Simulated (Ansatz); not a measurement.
Sb2S3:
```
Sb2S3
1.0
   12.19548     0.00000     0.00000
    0.00000     3.87296     0.00000
    0.00000     0.00000    11.24441
Sb S
8 12
Cartesian
 10.48580   2.90472   5.24872
  1.70968   0.96824   5.99570
  7.80741   0.96824  10.87093
  4.38806   2.90472   0.37349
 11.76935   0.96824   1.93027
  0.42613   2.90472   9.31414
  6.52387   2.90472   7.55248
  5.67161   0.96824   3.69194
 10.68284   2.90472   0.64100
  1.51264   0.96824  10.60341
  7.61038   0.96824   6.26321
  4.58510   2.90472   4.98121
  0.54621   2.90472   4.21857
 11.64927   0.96824   7.02585
  5.55153   0.96824   9.84077
  6.64395   2.90472   1.40364
  3.67553   0.96824   2.10776
  8.51995   2.90472   9.13666
  2.42221   2.90472   7.72996
  9.77327   0.96824   3.51445
```

Relaxed with PBE. Special points in fractions of this cell's reciprocal vectors: Γ (0.000, 0.000, 0.000); X (0.500, 0.000, 0.000); S (0.500, 0.500, 0.000); Y (0.000, 0.500, 0.000); Z (0.000, 0.000, 0.500); U (0.500, 0.000, 0.500); R (0.500, 0.500, 0.500); T (0.000, 0.500, 0.500).

**Question.** List the band energies nearest the valence-band maximum at these points for PBE (plane waves, PAW; program Ansatz).

**Answer.** In eV from the valence-band maximum; about four levels below and three above (degenerate sets whole), none deeper than 8.9 eV; points with the same levels are listed once.

```json
[
 {"k": "Γ", "below": "-0.22 -0.12 -0.09 -0.04", "above": "1.53 1.64 1.68"},
 {"k": "X", "below": "-0.17 -0.17 -0.01 -0.01", "above": "1.54 1.54 1.84 1.84"},
 {"k": "S", "below": "-0.39 -0.39 -0.39 -0.39", "above": "2.30 2.30 2.30 2.30"},
 {"k": "Y", "below": "-0.54 -0.54 -0.24 -0.24", "above": "2.29 2.29 2.39 2.39"},
 {"k": "Z", "below": "-0.18 -0.18 -0.11 -0.11", "above": "1.32 1.32 2.10 2.10"},
 {"k": "U", "below": "-0.27 -0.27 -0.24 -0.24", "above": "1.36 1.36 2.07 2.07"},
 {"k": "R", "below": "-0.72 -0.72 -0.72 -0.72", "above": "2.17 2.17 2.17 2.17"},
 {"k": "T", "below": "-0.75 -0.75 -0.54 -0.54", "above": "1.95 1.95 2.23 2.23"}
]
```

Space group Pnma. Symmetry was held in the PBE relaxation. A crystal of weakly bound chains computed without a dispersion correction: the cell and the soft elastic constants depend strongly on that. Scalar-relativistic: spin–orbit coupling is off unless named, which matters more the heavier the elements.

Potentials: the later of the program's two PAW sets.
